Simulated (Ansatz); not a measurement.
## KBS2O8: ¹⁷O NMR of the central transition

Cell: a computed structure from the Materials Project (it need not be an observed phase).

Space group P4/ncc:1 (No. 130); a = 9.2261, c = 7.5428 Å.

```csv
site,Wyckoff,site symmetry,x,y,z
K,4c,4..,0.5000,0.0000,0.4363
B,4b,-4..,0.0000,0.0000,0.5000
S,8f,..2,0.8461,0.1539,0.2500
O17,16g,1,0.2957,0.8740,0.1781
O33,16g,1,0.4670,0.3708,0.3915
```

One atom of each set is listed.

Method: Kohn–Sham DFT in Ansatz, PBE, plane waves and PAW, scalar-relativistic, 420 eV cutoff, Γ-centred 3×3×3 k-points, Fermi–Dirac smearing 0.02 eV.

¹⁷O has I = 5/2 and Q = -25.58 mb (Pyykkö 2018); at 16.4 T its Larmor frequency is ν₀ = 94.7 MHz. Only the quadrupole interaction is simulated: positions count from each site's isotropic chemical shift, and J coupling is left out, as are shift anisotropy and dipolar coupling, which fast spinning averages.

The O sites: O17 (16 atoms; 1 S at 1.44 Å; also 2 K at 2.87–2.95 Å); O33 (16 atoms; 1 B at 1.48 Å, 1 S at 1.56 Å, angle 130°).

Fitted components of the simulated spectrum:

```json
{"component": "A", "|C_Q| (MHz)": "7.82", "η": "0.13"}
{"component": "B", "|C_Q| (MHz)": "9.83", "η": "0.39"}
```

Question: Which site most likely gives which component?

Answer: By the calculation, A is O17, B is O33. At O17 V_zz points along its bond to S (within 1°). Like point charges on the first shell alone (each adding as 1/d³) would give the same order.

The largest force is 0.3 eV/Å, so the atoms aren't at the calculated equilibrium and relaxing them would move these values.

Hardware: 1 thread of Intel Xeon Processor @ 2.50GHz (Skylake/Cascade Lake) (x86_64; 62 cores open to the job, memory cap 3.0 GiB, no GPU), a shared host with a load of 0.8 a core. Wall time 2.8 min, CPU time 2.6 min, peak memory 1.4 GiB.
